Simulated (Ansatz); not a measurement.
Structures of RbRu₂: which is lowest?

Plane-wave DFT in Ansatz with scalar-relativistic PAW potentials, cutoff 420 eV, Γ-centred meshes chosen by cell and gap, Gaussian smearing with energies taken to zero width. Every cell was relaxed (cell and atoms) in a run of its own, within the symmetry of its start. Functional: PBE.

Relaxed structures (starts from databases or built by putting these elements on another compound's sites):
A. P6/mmm, 3 atoms in the computed cell, a = 4.034 Å, c = 6.018 Å; sites (symmetry × multiplicity) Rb 6/mmm × 1, Ru -6m2 × 2; start: built
B. P6_3/mmc, 6 atoms in the computed cell, a = 2.889 Å, c = 16.091 Å; sites (symmetry × multiplicity) Rb -6m2 × 2, Ru 3m. × 4; start: built

Rank them by energy. Could pressure change the order?

```tsv
structure	group	E − E(lowest) (meV/atom)	V (Å³/atom)	gap on mesh (eV)
A	P6/mmm	0.0	28.27	0.00
B	P6_3/mmc	157	19.38	0.00
```

A is lowest, 157 meV/atom under B. B is denser by 8.89 Å³/atom, so pressure favours it: ΔE/ΔV, with ΔE in eV and 1 eV/Å³ = 160.2 GPa, gives about 2.8 GPa for equal enthalpy if both cells were rigid, a rough figure since the two compress differently. Other structures may lie lower than all of these, and vibrations aren't counted.